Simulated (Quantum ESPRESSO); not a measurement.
Field gradients of PbS from the PAW reconstruction of the field gradient on a scalar-relativistic PBE ground state (a modified build of Quantum ESPRESSO, JTH datasets), 20 Ha, k-mesh 3×5×4 through Γ:

```yaml
crystal:
  lattice:
    - [8.43319, 0.00000, 0.00000]
    - [0.00000, 4.23051, 0.00000]
    - [0.00000, 0.00000, 5.98249]
  atoms:
    - { symbol: Pb, position: [0.12376, 0.75000, 0.75009] }
    - { symbol: Pb, position: [0.87624, 0.25000, 0.24991] }
    - { symbol: Pb, position: [0.37624, 0.25000, 0.25009] }
    - { symbol: Pb, position: [0.62376, 0.75000, 0.74991] }
    - { symbol: S, position: [0.87476, 0.25000, 0.75095] }
    - { symbol: S, position: [0.12524, 0.75000, 0.24905] }
    - { symbol: S, position: [0.62524, 0.75000, 0.25095] }
    - { symbol: S, position: [0.37476, 0.25000, 0.74905] }
```
The geometry is a computed Materials Project entry, not a measured one. It is PbS in Pnma; whether this form has been observed was not checked. Stability against distortions was not tested.

Vzz is the sum of three terms, each taken along its main axis: the smooth valence density, the ions (nucleus and frozen core) with the augmentation charges of all other spheres, and the all-electron minus smooth density in the atom's own sphere. The split hangs on the datasets.  Cores are frozen. Pb had no test against all-electron runs. Spin–orbit coupling is left out, a limit on Pb.

```csv
site,smooth valence density,ions and other spheres,own sphere,Vzz (a.u.)
"Pb (atoms 1, 2, 3, 4)",0.001,-0.001,[?],[?]
```

Problem. Some entries are withheld; supply them.

Solution. 
- Pb (atoms 1, 2, 3, 4), own sphere: 0.139
- Pb (atoms 1, 2, 3, 4), Vzz (a.u.): 0.140
